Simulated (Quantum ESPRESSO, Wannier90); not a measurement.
## P (Cmce), plane waves to Wannier functions

Materials Project entry mp-157; symmetrised, unrelaxed at this level. COD (Crystallography Open Database) has the formula in 3 space groups, this one among them (matched by group alone). Computed values, not measurements, from PBE: Quantum ESPRESSO (norm-conserving PseudoDojo potentials, cutoff 36 Ry, no spin polarisation, no spin-orbit coupling) on a Γ-centred 10×8×10 mesh, then Wannier90. Density: 10×8×10 mesh, cold smearing 0.01 Ry. The cell is built of weakly bound layers, chains or molecules, whose nearest atoms lie 3.84 Å apart. Database cells relaxed without dispersion often hold them too far apart, which can enlarge gaps and weakens couplings between them; spacing and stacking were not compared with the measured crystal. The gap is small at this level and was sampled on the meshes and a path alone.

```
begin unit_cell_cart
ang
    3.2954900000    0.0000000000    0.0000000000
    0.0000000000    0.0000000000   -4.5436400000
   -1.6477450000    5.4650400000    0.0000000000
end unit_cell_cart
mp_grid = 10 8 10
```

Neighbour vectors b of the finite-difference formula (Å⁻¹), by shell:

```tsv
shell	b_x	b_y	b_z
1	0.00000	0.11497	0.00000
1	0.00000	-0.11497	0.00000
2	0.00000	0.00000	-0.17286
2	0.00000	0.00000	0.17286
3	0.19066	0.05749	0.00000
3	0.19066	-0.05749	0.00000
3	-0.19066	-0.05749	0.00000
3	-0.19066	0.05749	0.00000
```

Task: Find the weights w_b from the completeness condition Σ_b w_b b_α b_β = δ_αβ.

Result: Shell 1: Σ b_x² = 0.000, Σ b_y² = 0.026, Σ b_z² = 0.000 Å⁻²
Shell 2: Σ b_x² = 0.000, Σ b_y² = 0.000, Σ b_z² = 0.060 Å⁻²
Shell 3: Σ b_x² = 0.145, Σ b_y² = 0.013, Σ b_z² = 0.000 Å⁻²
Each of the three diagonal sums, weighted, has to give 1 and the off-diagonal ones 0, which holds for w_1 = 34.4 Å², w_2 = 16.7 Å², w_3 = 6.88 Å². Check on xx: 34.39×0.000 + 16.73×0.000 + 6.88×0.145 = 1.00.

On this mesh the 10 functions of bands 1-10 (valence bands; start: SCDM (isolated), conv_tol = 1.0e-6) end with spreads 1.6495, 1.6495, 1.6494, 1.6494, 1.7068, 1.7068, 2.1300, 2.1300, 2.1295, 2.1295 Å², Ω_I = 16.9904 Å² and Ω_D = 0.0238 Å².

Ω_total is the sum of the spreads, 18.530 Å². Ω_OD = Ω_total − Ω_I − Ω_D = 1.516 Å². Only (Ω_D + Ω_OD)/Ω_total = 8.3 % depends on the gauge, and another start could lower the total by that share at most. The rms radius is √(Ω_total/10) = 1.36 Å.
